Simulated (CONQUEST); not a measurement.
Set-up for a self-consistent single point of Cd₄TeSe₃ (Pmm2, 8 atoms in the cell; from Materials Project mp-1226768, changed as shown).

```yaml
crystal:
  lattice:
    - [4.37996, 0.00000, 0.00000]
    - [0.00000, 8.78223, 0.00000]
    - [0.00000, 0.00000, 6.14275]
  atoms:
    - { symbol: Cd, position: [0.00000, 0.23832, 0.00823] }
    - { symbol: Cd, position: [0.00000, 0.76168, 0.00823] }
    - { symbol: Cd, position: [0.50000, 0.00000, 0.50446] }
    - { symbol: Cd, position: [0.50000, 0.50000, 0.47792] }
    - { symbol: Te, position: [0.00000, 0.50000, 0.75290] }
    - { symbol: Se, position: [0.50000, 0.24318, 0.25009] }
    - { symbol: Se, position: [0.50000, 0.75682, 0.25009] }
    - { symbol: Se, position: [0.00000, 0.00000, 0.74809] }
```

Level of theory: PBEsol, numerical atomic orbitals double-zeta with polarisation (the shipped basis), PseudoDojo norm-conserving potentials made for PBEsol run with CONQUEST.

CONQUEST settings:

```
key                                                value
---------------------  ---------------------------------
basis                                                DZP
Diag.MPMeshX, Y, Z                                 4 2 2
potentials             PseudoDojo norm-conserving PBEsol
Grid.GridCutoff                                   140 Ha
DM.SolutionMethod                                 diagon
Diag.kT                                      0.000367 Ha
Diag.GammaCentred                                   true
minE.SCTolerance                                 1.0e-07
SC.MaxIters                                          100
SC.LinearMixingFactor                                0.3
AtomMove.TypeOfRun                                static
```

Results:

* **Number of valence electrons**: 144
* **Number of bands**: 148
* **Number of k-points after the program's reduction**: 15
* **Size of the basis**: 148
* **Number of SCF iterations**: 9
* **FFT grid**: 48 × 96 × 64
* **Free energy E − TS**: -31807.2772 eV
* **Top of the valence band (on the code's own zero)**: -4.80 eV
* **Gap on the k-point mesh**: 0.53 eV
* **Pressure**: 0.79 GPa
* **Largest force (vector length)**: 0.140 eV/Å

Forces (eV/Å):
```tsv
atom	Fx	Fy	Fz
Cd1	0.000	-0.057	0.028
Cd2	0.000	0.057	0.028
Cd3	0.000	0.000	0.053
Cd4	0.000	0.000	-0.140
Te5	0.000	0.000	0.020
Se6	0.000	0.020	0.018
Se7	0.000	-0.020	0.018
Se8	0.000	0.000	-0.029
```

Stress (GPa, positive for compression):
```
0.88  0.00  0.00
0.00  0.77  0.00
0.00  0.00  0.73
```

Gaps are taken between levels on the mesh.

For comparison: a first run was changed to give this one (lattice scaled by 0.98), and from it to this one the free energy falls by 7.3 meV/atom, the pressure goes from -1.97 to 0.79 GPa and the gap on the mesh goes from 0.386 to 0.533 eV.

Spin-orbit coupling is left out, which matters for bands and gaps with elements this heavy. The program uses no crystal symmetry, so grid and mesh can part values that symmetry would make equal. The atom-centred basis is finite, which shifts total energies, pressures, gaps and forces against plane waves. The structure comes from a collection of computed structures, made at another level of theory; the collection holds predicted forms beside known ones.

Cost on one core: roughly 40 core-seconds.
